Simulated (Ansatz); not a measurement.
SiNi in space group I4_1md (No. 109; Ni on 4a, Si on 4a), plane-wave PAW PBE (Ansatz code), all energies at zero smearing, with the estimated change up to a 700 eV cutoff added, with one set of potentials and settings (totals compare only within such a set). Cell of 4 atoms (2 Ni, 2 Si): -12952.215 eV.

```csv
element,reference phase,E (eV/atom)
Ni,"Fm-3m, 1 atoms in the cell, spin-polarised",-5839.7239
Si,"Fd-3m, 2 atoms in the cell",-635.8096
```

Formation energy per atom, worked out: (-12952.215 − 2×(-5839.7239) − 2×(-635.8096))/4 = -0.287 eV/atom (-28 kJ per mol of atoms), at 0 K, without zero-point energy or fitted corrections.

A made-up cell: these elements were put on the sites of a structure type; neither database checked (COD, Materials Project) lists it. It is not the phase usual at ambient conditions (space group No. 62). The PBE relaxation kept the symmetry of its start; its stability against distortions is not shown here. The workflow began spin-polarised and lost its moments. The references are the lowest solids computed at this level, not always the standard phases.

Potentials: the later of the program's two PAW sets.
